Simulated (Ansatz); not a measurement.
# Quadrupolar parameters in SiNi3 under strain

The cell is an entry of the Crystallography Open Database (COD), relaxed with PBE at fixed cell and then changed (z compressed by 1 %, ions relaxed).

```
Si Ni
1.0
     3.55110    0.00000    0.00000
     0.00000    3.55110    0.00000
     0.00000    0.00000    3.51559
Si Ni
1 3
Direct
  0.00000 0.00000 0.00000
  0.00000 0.50000 0.50000
  0.50000 0.00000 0.50000
  0.50000 0.50000 0.00000
```

Atom numbers follow the list; atoms alike are taken as one site, whose name carries the number of the first.

Level of theory: DFT, PBE, plane waves and PAW, scalar-relativistic, collinear spin, 420 eV cutoff, Γ-centred 13×13×13 k-points, Fermi–Dirac smearing 0.05 eV (Ansatz 0.2.0). Start moments as typed (μB): 1.5 on each Ni, none on the rest.

Conventions: |V_zz| ≥ |V_yy| ≥ |V_xx|, η = (V_xx − V_yy)/V_zz, C_Q = eQV_zz/h. Directions are in the Cartesian axes of the cell vectors above, for the atom listed; none is given where the gradient is under 0.02 or η is above 0.95.

Q: What field gradients does the calculation give at each kind of site?

A: 

| site | first atom | first shell | V_zz (10²¹ V/m²) | η | direction of V_zz (x, y, z) |
| --- | --- | --- | --- | --- | --- |
| Si | 1 | 12 Ni at 2.50–2.51 Å | -0.046 | 0.00 | 0.00 0.00 1.00 |
| Ni2 | 2 | 4 Si at 2.50 Å, 8 Ni at 2.50–2.51 Å | -4.56 | 0.03 | 1.00 0.00 0.00 |
| Ni4 | 4 | 8 Ni at 2.50 Å, 4 Si at 2.51 Å | -4.61 | 0.00 | 0.00 0.00 1.00 |

An axis of threefold or higher order runs through Si and Ni4, so V_zz lies along it and η is zero.

The run finds no gap above 0.1 eV (a metal, or nearly one), so the gradients can move by 10 % or more with the k-mesh. With these PAW files V_zz is typically within 2 to 3 % of all-electron values, but misses above 10 % occur on Ni. At this changed cell the PBE pressure is -6 GPa. The start moments die out, and the run ends without spin.

The relaxation (1 step) took 41 s of wall time (40 s of CPU time) and 0.9 GiB at its peak, on 1 thread of Intel Xeon 6975P-C (Granite Rapids) (x86_64; 16 cores open to the job, memory cap 3.0 GiB, no GPU), a shared host with a load of 0.1 a core.
